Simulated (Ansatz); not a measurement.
Level of theory: DFT PBE, scalar-relativistic, plane waves, PAW in Ansatz 0.2.0. All cells share a 420 eV cutoff and Γ-centred k meshes spaced at most about 0.3 Å⁻¹ (about 0.25 or finer for metals, 2π included). Collinear spin in cells that started with moments and kept them past the coarse steps, no spin elsewhere.

Temperature and zero-point effects are left out. All come from trial cells, and lower structures may exist.

Task: Order these relaxed structures of Cr3N by energy, lowest first, with the energy over the lowest of them.
A. Space group Fm-3m (No. 225), cubic, a = 5.492 Å. Cr on a site of symmetry m-3m has 8 Cr at 2.38 Å and 6 N at 2.75 Å; Cr on a site of symmetry -43m has 4 Cr at 2.38 Å, 4 N at 2.38 Å and 6 Cr at 2.75 Å; around N lie 8 Cr at 2.38 Å and 6 Cr at 2.75 Å.
B. Space group Pmmm (No. 47), orthorhombic, a = 2.798 Å, b = 3.413 Å, c = 4.246 Å. Cr on its first site has 4 Cr at 2.21 Å, 4 N at 2.54 Å and 6 Cr at 2.72–2.80 Å; Cr on its second site has 4 N at 2.21 Å, 4 Cr at 2.54 Å and 6 Cr at 2.72–2.80 Å; Cr on its third site is surrounded by 4 Cr at 2.21 Å, 4 Cr at 2.54 Å, 4 N at 2.72 Å and 2 Cr at 2.80 Å; N is surrounded by 4 Cr at 2.21 Å, 4 Cr at 2.54 Å, 4 Cr at 2.72 Å and 2 N at 2.80 Å.
C. Space group Pm-3m (No. 221), cubic, a = 3.431 Å. Around Cr lie 4 N at 2.43 Å and 8 Cr at 2.43 Å; N is surrounded by 12 Cr at 2.43 Å.
D. Space group Im-3m (No. 229), cubic, a = 4.403 Å. Around Cr lie 2 N at 2.20 Å and 4 Cr at 2.20 Å; N has 6 Cr at 2.20 Å.

Result: B (0 meV/atom), C (207 meV/atom), A (274 meV/atom), D (295 meV/atom). Forms: B Pmmm, moments up to 0.6 μB; C Cu3Au (L1_2) type, Pm-3m, no spin; A BiF3 (D0_3) type, Fm-3m, moments up to 1.3 μB; D Im-3m, no spin. Counting Cr atoms around N (those within 1.25 times the shortest such distance or 1.15 times the sum of covalent radii, 1.27 where that leaves under three; a plus sign parts nearer from farther groups): B has N 4+8; C has N 12; A has N 8+6; D has N 6. Even the lowest lies +0.68 eV/atom against the elements.

The magnetic state reached may not be the lowest. Trial moments died out on the coarse mesh in Pm-3m and Im-3m; another magnetic start might hold. Cells relaxed within their symmetry can be saddle points. Some types were kept out of the candidates beforehand, so the set may lack a known form.
